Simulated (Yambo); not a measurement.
Yambo input for AgCl (rock salt, space group Fm-3m, No. 225) under isotropic strain of -0.7 % on all lattice vectors (a = b = c = 3.8251 Å, α = β = γ = 60.00°), on PBEsol (Quantum ESPRESSO, PseudoDojo norm-conserving, 82 Ry, no spin-orbit coupling) wavefunctions on a 14×14×14 mesh:

```
optics
chi
dipoles
kernel
FFTGvecs= 40 Ry
Chimod= "HARTREE"
NGsBlkXd= 4 Ry
% QpntsRXd
 1 | 1 |
%
% BndsRnXd
 5 | 36 |
%
GrFnTpXd= "R"
% EnRngeXd
 0.0 | 20.0 | eV
%
% DmRngeXd
 0.2 | 0.2 | eV
%
CGrdSpXd= 50
ETStpsXd= 161
% LongDrXd
 1.0 | 0.0 | 0.0 |
%
% XfnQP_E
 1.611 | 1.0 | 1.0 |
%
```

First lines of the file o-*.eps_q1_inv_rpa_dyson:

```
Absorption @ Q(1):   1.00000000     0.00000000     0.00000000    [q->0 direction]
#
# [ X ] Hartree size     :   51
# [GEN] GF Energies     : Perdew, Burke & Ernzerhof SOL(X)+Perdew, Burke & Ernzerhof SOL(C)+ user defined corrections @E
# [GEN] Green`s Function     : Retarded
#
# [GEN] Gauge     : Length
# [GEN] [r,Vnl] included     : yes
#
#    E[1] [eV]     Im(eps)     Re(eps)     Im(eps_o)     Re(eps_o)
#
     0.000000     0.237733E-7     4.555424     -0.10011E-16     4.859044
     0.125000     0.002976     4.556350     0.003117     4.860014
     0.250000     0.005966     4.559133     0.006248     4.862929
     0.375000     0.008983     4.563785     0.009406     4.867801
     0.500000     0.012041     4.570327     0.012606     4.874651
     0.625000     0.015154     4.578788     0.015862     4.883510
     0.750000     0.018337     4.589208     0.019190     4.894417
     0.875000     0.021608     4.601635     0.022605     4.907422
     1.000000     0.024983     4.616127     0.026126     4.922583
     1.125000     0.028481     4.632756     0.029772     4.939972
     1.250000     0.032123     4.651604     0.033565     4.959672
     1.375000     0.035933     4.672766     0.037526     4.981781
     1.500000     0.039937     4.696353     0.041683     5.006411
     1.625000     0.044163     4.722494     0.046065     5.033691
     1.750000     0.048646     4.751335     0.050705     5.063769
     1.875000     0.053423     4.783046     0.055643     5.096815
     2.000000     0.058540     4.817821     0.060922     5.133027
     2.125000     0.064049     4.855883     0.066596     5.172628
     2.250000     0.070010     4.897489     0.072724     5.215878
     2.375000     0.076498     4.942940     0.079381     5.263076
     2.500000     0.083600     4.992580     0.086653     5.314570
     2.625000     0.091423     5.046814     0.094647     5.370766
     2.750000     0.100098     5.106119     0.103492     5.432138
     2.875000     0.109788     5.171054     0.113350     5.499249
     3.000000     0.120697     5.242290     0.124425     5.572766
     3.125000     0.133088     5.320630     0.136976     5.653492
     3.250000     0.147304     5.407053     0.151340     5.742398
     3.375000     0.163797     5.502759     0.167967     5.840680
     3.500000     0.183185     5.609245     0.187464     5.949823
     3.625000     0.206329     5.728405     0.210682     6.071707
     3.750000     0.234474     5.862682     0.238847     6.208749
     3.875000     0.269488     6.015283     0.273800     6.364124
     4.000000     0.314316     6.190514     0.318445     6.542085
```
(The file goes on to the top of the energy range.) Convergence of the RPA response with its 14×14×14 mesh was not tested. The scissor comes from a G0W0 run whose convergence isn't established.

Geometry strained from the cell relaxed with PBEsol, atoms relaxed again.
